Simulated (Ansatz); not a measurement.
Consider the following.

AgPt:
```
AgPt
1.0
    1.37422     0.79341     4.64702
   -1.37422     0.79341     4.64702
    0.00000    -1.58681     4.64702
Ag Pt
1 1
Direct
  0.00000   0.00000   0.00000
  0.50000   0.50000   0.50000
```

This is the LDA-relaxed structure.

Problem. All from LDA (plane waves, PAW; program Ansatz), unless another level is named. Estimate the density of states at the Fermi level.

Solution. 0.38 states/eV per atom (mean over ±0.08 eV).

Problem. What about the formation energy from the elements (no fitted shifts)?

Solution. -0.061 eV/atom.

Space group R-3m. The workflow started from a Materials Project entry (that database holds measured and hypothetical structures alike); the Crystallography Open Database copy checked does not list it. With Ag and Pt taken as one species the cell has the higher symmetry Fm-3m, so it may be an ordered model of a mixed-site phase. Whether it is the stable phase at ambient conditions was not checked. The cell was relaxed with LDA under the symmetry of its start; whether a distortion lowers the energy is not shown. No spin polarisation was allowed. The references are the lowest solids computed at this level, not always the standard phases. Scalar-relativistic: spin–orbit coupling is off unless named, which matters more the heavier the elements.

Potentials: the later of the program's two PAW sets.
